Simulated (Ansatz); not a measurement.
Energies of structures of NaF at several levels, each column relative to the first row (Fm-3m, cF8, rock salt type), in eV/atom. Geometries are relaxed with r2SCAN (plane waves to 500 eV, PAW, scalar-relativistic; Ansatz, a quantum-chemistry and plane-wave program) unless a column says relaxed; all runs are Ansatz, PAW (cutoffs: PBE, relaxed 420 eV). Columns compare only within themselves.

```csv
structure,r2SCAN,"PBE, relaxed"
"Fm-3m, cF8, rock salt type",0.000,0.000
"P6₃/mmc, hP4, NiAs type",+0.046,[?]
"F-43m, cF8, zinc blende type",+0.138,[?]
```

Task: What belongs in the gaps?

Result: 
- P6₃/mmc, hP4, NiAs type, PBE, relaxed: +0.044
- F-43m, cF8, zinc blende type, PBE, relaxed: +0.086

At PBE, relaxed the lowest of those computed is still Fm-3m, cF8, rock salt type. Against r2SCAN, PBE moves these energy differences by -0.05 to 0.00 eV/atom and the volumes by +5.6 % to +7.2 %.

Each run could gain symmetry but not lose that of its start, so entries can be saddle points. From databases, or of a type measured for this composition: Fm-3m, cF8, rock salt type; the others are generated cells (placed on structure types, drawn at random, substituted or restacked) that were not matched to a known phase here. Energies are at zero temperature and pressure, without zero-point motion. No spin polarisation in the result.
